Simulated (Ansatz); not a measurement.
Ansatz (a quantum-chemistry and plane-wave program) input:

Ansatz 0.2 input:
```yaml
crystal:
  lattice:
    - [0.0, 2.736061699, 2.736061699]
    - [2.736061699, 0.0, 2.736061699]
    - [2.736061699, 2.736061699, 0.0]
  atoms:
    - { symbol: Mg, position: [0.5, 0.5, 0.5] }
    - { symbol: Se, position: [0.0, 0.0, 0.0] }
kpoints:
  mp_grid: { grid: [7, 7, 7] }
hamiltonian:
  xc: hse06
  pseudopotentials: { kind: paw }
scf:
  n_extra_bands: 6
  occupations: { method: fixed }
output:
  eigenvalues: true
  eigenstates:
    e_range: [-9.0, 11.7]
    kpoints:
      - [0.0, 0.0, 0.0]  # VBM
      - [0.0, 0.5, 0.5]  # CBM
      - [0.0, 0.0, 0.0]  # GAMMA
      - [0.5, 0.0, 0.5]  # X
      - [0.5, 0.5, 0.5]  # L
      - [0.5, 0.25, 0.75]  # W
      - [0.375, 0.375, 0.75]  # K
      - [0.625, 0.25, 0.625]  # U
```

Output (shortened):

```
Pseudopotential: Mg, paw, valence charge 10
Pseudopotential: Se, paw, valence charge 16
Functional definition: HSE06
davidson cushion auto → on  (no smearing: the cushion is to keep the highest requested band from converging to the state above it …
Crystal: 2 atoms, lattice volume = 40.964 Å³
Basis set: ecut = 420 eV, 821 PW (Γ)
Bands: 19, of which v1, the nominal top of the filled ones, is band 13 counted from 1 (12 counted from 0)
Symmetry: 48 space group operations
Space group: Fm-3m (ITA 225), of the structure as read, at distance tolerance 3.4e-5 Å
k-points: 20 of 343
SCF iter   1: F=—  HF=-7395.358459 eV  |F-HF|=—  |Δ(HF+E_count)|=         —  Δρ=1.07e-3  dr2=8.41e-4  ethr=1.77e-3  ⟨swp⟩=9.8  Hψ=1823  notcnv=0
preconditioner: auto → none
iter 2 solved again at ethr=9.08e-8 eV; its pass at ethr=3.23e-6 eV (dr2=2.36e-5 eV) is discarded
SCF iter   2: F=-7395.358264 eV  HF=-7395.358253 eV  |F-HF|=1.05e-5  |Δ(HF+E_count)|=   2.06e-4  Δρ=3.23e-4  dr2=2.34e-5  ethr=9.08e-8  ⟨swp⟩=2.1  Hψ=2120  notcnv=0
SCF 1 stopped early in 2 iterations: F = -7395.358264 eV  dr2 = 2.34e-5
Crystal: 2 atoms, lattice volume = 40.964 Å³
Exchange kernel: α = 0.2500, screened, ω = 0.2079 Å⁻¹, Wigner–Seitz truncation, v(0) = 1046.8909 eV·Å³, q-mesh 7×7×7, nearest image of the exchange supercell L …
Frozen-core exchange: fock
SCF iter   1: F=—  HF=-7397.370492 eV  |F-HF|=—  |Δ(HF+E_count)|=         —  Δρ=3.84e-3  dr2=4.09e-3  ethr=9.00e-7  ⟨swp⟩=6.5  Hψ=1759  notcnv=0
preconditioner: auto → none
SCF iter   2: F=—  HF=-7397.364119 eV  |F-HF|=—  |Δ(HF+E_count)|=   6.37e-3  Δρ=1.81e-3  dr2=9.22e-4  ethr=9.00e-7  ⟨swp⟩=4.0  Hψ=1359  notcnv=0
SCF iter   3: F=—  HF=-7397.363943 eV  |F-HF|=—  |Δ(HF+E_count)|=   1.76e-4  Δρ=5.98e-4  dr2=3.22e-4  ethr=9.00e-7  ⟨swp⟩=3.0  Hψ=1009  notcnv=0
SCF iter   4: F=—  HF=-7397.367364 eV  |F-HF|=—  |Δ(HF+E_count)|=   3.42e-3  Δρ=4.29e-4  dr2=4.04e-5  ethr=2.62e-7  ⟨swp⟩=4.0  Hψ=1428  notcnv=0
SCF iter   5: F=-7397.367345 eV  HF=-7397.367345 eV  |F-HF|=2.97e-8  |Δ(HF+E_count)|=   1.94e-5  Δρ=4.93e-5  dr2=3.12e-6  ethr=1.47e-7  ⟨swp⟩=3.0  Hψ=1112  notcnv=0
SCF 2 stopped early in 5 iterations: F = -7397.367345 eV  dr2 = 3.12e-6
hybrid outer 1: dexx = +4.016e-3 eV, tail = 5.92e-5 eV
Crystal: 2 atoms, lattice volume = 40.964 Å³
Exchange kernel: α = 0.2500, screened, ω = 0.2079 Å⁻¹, Wigner–Seitz truncation, v(0) = 1046.8909 eV·Å³, q-mesh 7×7×7, nearest image of the exchange supercell L …
Frozen-core exchange: fock
SCF iter   1: F=—  HF=-7397.367445 eV  |F-HF|=—  |Δ(HF+E_count)|=         —  Δρ=4.65e-5  dr2=5.62e-7  ethr=1.14e-6  ⟨swp⟩=2.1  Hψ=843  notcnv=0
preconditioner: auto → none
SCF iter   2: F=—  HF=-7397.367445 eV  |F-HF|=—  |Δ(HF+E_count)|=   5.66e-8  Δρ=2.09e-5  dr2=1.11e-7  ethr=1.98e-9  ⟨swp⟩=4.0  Hψ=1402  notcnv=0
iter 3 solved again at ethr=8.11e-12 eV; its pass at ethr=2.41e-10 eV (dr2=2.11e-9 eV) is discarded
SCF iter   3: F=-7397.367445 eV  HF=-7397.367445 eV  |F-HF|=1.04e-9  |Δ(HF+E_count)|=   9.96e-9  Δρ=4.20e-6  dr2=4.68e-8  ethr=8.11e-12  ⟨swp⟩=2.1  Hψ=1880  notcnv=0
SCF 3 converged in 3 iterations: F = -7397.367445 eV  dr2 = 4.68e-8
hybrid outer 2: dexx = +4.958e-7 eV, tail = 1.10e-7 eV, Δε = 3.75e-3 eV (about 3.33e-4 eV left of the loop's levels)
the search or the solves at the SCF's close seem to have found levels that the self-consistency loop had missed (the run counts 1) …
NSCF: frozen V_eff on 8 k-points
hybrid SCF converged: 2 outer / 8 inner (+2 warm-up), last move |dexx| = 4.96e-7 eV, tail = 1.10e-7 eV
Stability not checked (fock_operator)
Free energy (F): -7397.367446 eV
Frozen-core exchange: fock
Harris-Foulkes:  -7397.367446 eV  (|F-HF|=1.04e-9)
Internal energy: -7397.367446 eV  (E = F + TS)
E sigma→0 (E₀):  -7397.367446 eV
Fermi energy:    7.039149 eV
--- Per-component energies (eV) ---
  E_band       = -787.977773
  E_kinetic    = 196.164453
  E_local      = -3839.064354  (includes V_loc(G=0)·N_el)
  E_nonlocal   = -502.768283
  E_hartree    = 1693.706572
  E_xc         = -108.718583
  E_vxc        = -110.616747  (∫ρ·V_xc dr)
  E_exx        = -119.878532  (= α·E_x^exact, valence–valence)
  E_paw        = -2109.344383  (= ΣΔE_a)
  E_vpaw       = 320.651464  (= ΣTr[D̂ρ^β])
  E_aug_tail   = -0.000603  (compensation charges beyond the density's cutoff)
  E_ewald      = -2606.357872
  E_core_change = -1.105861  (= ΣΔE_core)
  E_smearing   =  0.000000  (= −TS)
  E_closure    =  0.000000  (closes the sum)
  Σ components = -7397.367446   (vs F -7397.367446, Δ=-9.09e-13)
  [band-id]    e_kinetic+e_local+e_nonlocal+2·e_hartree+e_vxc+2·e_exx+e_vpaw+e_augmentation_tail = -787.977988   (vs E_band -787.977773, Δ=-2.15e-4)
--- Band table (eV; the first three rows and the last of 20) ---
  k-point 0: bands = ["-73.3538", "-42.7874", "-42.7874", "-42.7819", "-42.7819", "-42.7819", "-38.2492", "-38.2492", "-38.2492", "-7.0533", "7.0391", "7.0391", "7.0391", "10.5647", "15.4670", "15.4670", "15.4670", "18.1829", "18.1829"]
  k-point 1: bands = ["-73.3538", "-42.7874", "-42.7874", "-42.7818", "-42.7818", "-42.7818", "-38.2500", "-38.2492", "-38.2492", "-6.8637", "5.5214", "6.9027", "6.9027", "11.6879", "15.1367", "15.7222", "15.7222", "17.0764", "17.0764"]
  k-point 2: bands = ["-73.3537", "-42.7874", "-42.7874", "-42.7818", "-42.7817", "-42.7817", "-38.2516", "-38.2492", "-38.2492", "-6.3771", "3.3423", "6.6308", "6.6308", "12.0562", "14.9114", "14.9114", "16.3588", "18.0939", "18.2546"]
  k-point 19: bands = ["-73.3535", "-42.7873", "-42.7873", "-42.7817", "-42.7816", "-42.7814", "-38.2520", "-38.2517", "-38.2503", "-5.4587", "3.3025", "3.3466", "4.9458", "12.1156", "14.8050", "15.8971", "16.5228", "20.0649", "21.1859"]
```

Cost: roughly 2.2 core-minutes on shared cores.

The points marked VBM and CBM come from a semilocal run.

Symmetry was held in the r²SCAN relaxation. The volume moved by -30 % from the start of the relaxation. Scalar-relativistic: spin–orbit coupling is off unless named, which matters more the heavier the elements.

Potentials: the later of the program's two PAW sets.

Ansatz is a plane-wave DFT program.
